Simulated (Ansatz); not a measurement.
# Elastic constants of Pb (P6_3/mmc), step by step

```yaml
crystal:
  lattice:
    - [3.41907, 0.00000, 0.00000]
    - [-1.70953, 2.96100, 0.00000]
    - [0.00000, 0.00000, 5.71119]
  atoms:
    - { symbol: Pb, position: [0.33333, 0.66667, 0.25000] }
    - { symbol: Pb, position: [0.66667, 0.33333, 0.75000] }
```

The conventional cell has a = 3.419 Å, b = 3.419 Å, c = 5.711 Å, α = 90.00°, β = 90.00°, γ = 120.00°. Pb (atom 1) has 12 Pb at 3.42 to 3.47 Å as nearest neighbours.

Computed, not measured; unless marked otherwise by LDA, all-electron LAPW in Ansatz 0.2.0, scalar-relativistic. k mesh 16×16×10, strains of ±0.003, Fermi-Dirac smearing of 0.080 eV, basis error target 1 meV/atom. The cell was relaxed by PAW under this functional. The structure is one entry of a database and needn't be the stable phase.

The cell is hexagonal and carries a residual pressure of 0.00 GPa at this level. Each strain component that symmetry leaves independent is applied at ±0.003 and ±0.006, the ions relax wherever a strain frees them, and the stress (tension positive, GPa) is read. Shears are engineering strains, γ = 2ε.

| strain | size | σxx | σyy | σzz | σyz | σxz | σxy |
| --- | --- | --- | --- | --- | --- | --- | --- |
| xx | -0.006 | -0.4607 | -0.2911 | -0.2121 | 0.0000 | 0.0000 | 0.0000 |
| xx | -0.003 | -0.2218 | -0.1389 | -0.1164 | 0.0000 | 0.0000 | 0.0000 |
| xx | +0.003 | 0.2318 | 0.1531 | 0.0762 | 0.0000 | 0.0000 | 0.0000 |
| xx | +0.006 | 0.4469 | 0.2936 | 0.1728 | 0.0000 | 0.0000 | 0.0000 |
| zz | -0.006 | -0.1911 | -0.1911 | -0.5766 | 0.0000 | 0.0000 | 0.0000 |
| zz | -0.003 | -0.0891 | -0.0891 | -0.2964 | 0.0000 | 0.0000 | 0.0000 |
| zz | +0.003 | 0.1034 | 0.1034 | 0.2518 | 0.0000 | 0.0000 | 0.0000 |
| zz | +0.006 | 0.1941 | 0.1941 | 0.5198 | 0.0000 | 0.0000 | 0.0000 |
| yz | -0.006 | 0.0056 | 0.0075 | -0.0200 | -0.0701 | 0.0000 | 0.0000 |
| yz | -0.003 | 0.0082 | 0.0086 | -0.0202 | -0.0350 | 0.0000 | 0.0000 |
| yz | +0.003 | 0.0082 | 0.0086 | -0.0202 | 0.0350 | 0.0000 | 0.0000 |
| yz | +0.006 | 0.0056 | 0.0075 | -0.0200 | 0.0701 | 0.0000 | 0.0000 |

The slope is [8(σ(+δ) − σ(−δ)) − (σ(+2δ) − σ(−2δ))]/(12δ), and the program imposes the crystal's symmetry on the matrix.

Question: What are the independent elastic constants?

Answer: C11 = 75.6, C12 = 48.7, C13 = 32.1, C33 = 91.4, C44 = 11.7 GPa.

Question: Is the crystal stable against homogeneous strain?

Answer: The least eigenvalue of the 6×6 matrix is 11.7 GPa, so yes.

Question: What moduli does a random aggregate of grains have?

Answer: Voigt and Reuss bounds: B from 52.0 to 52.0 and G from 14.1 to 16.0 GPa; their means are B = 52.0 and G = 15.1 GPa. Then E = 9BG/(3B + G) = 41.2 GPa, ν = (3B − 2G)/(6B + 2G) = 0.368 and B/G = 3.45, on the ductile side of Pugh's 1.75 (a rule of thumb).

Question: With the density of 11.901 g/cm³, how fast does sound travel, and what Debye temperature follows?

Answer: 

```tsv
direction	slow (m/s)	middle (m/s)	fast (m/s)
x	990	1064	2520
y	990	1064	2520
z	990	990	2771
```

The mean of v⁻³ over directions and branches gives v_m = 1249 m/s and θ_D = (ħ/k_B) v_m (6π²n)^(1/3) = 121 K, n being atoms per volume. Young's modulus spans 34 to 75 GPa over directions, and the universal anisotropy index is 0.66.

Question: How far do the constants move if PAW replaces LAPW in the same cell?

Answer: 

```json
{"constant": "C11", "LAPW (GPa)": "75.6", "PAW (GPa)": "75.5", "difference": "-0.1"}
{"constant": "C12", "LAPW (GPa)": "48.7", "PAW (GPa)": "48.7", "difference": "0.0"}
{"constant": "C13", "LAPW (GPa)": "32.1", "PAW (GPa)": "32.1", "difference": "0.0"}
{"constant": "C33", "LAPW (GPa)": "91.4", "PAW (GPa)": "91.3", "difference": "-0.1"}
{"constant": "C44", "LAPW (GPa)": "11.7", "PAW (GPa)": "11.6", "difference": "-0.1"}
```

Caveats: responses of metals move with mesh and smearing; no spin-orbit coupling on heavy atoms; elastic stability says nothing of phonons or of other phases; the frozen-core PAW files of the compared runs were fitted under PBE, their cores solved anew for this functional.
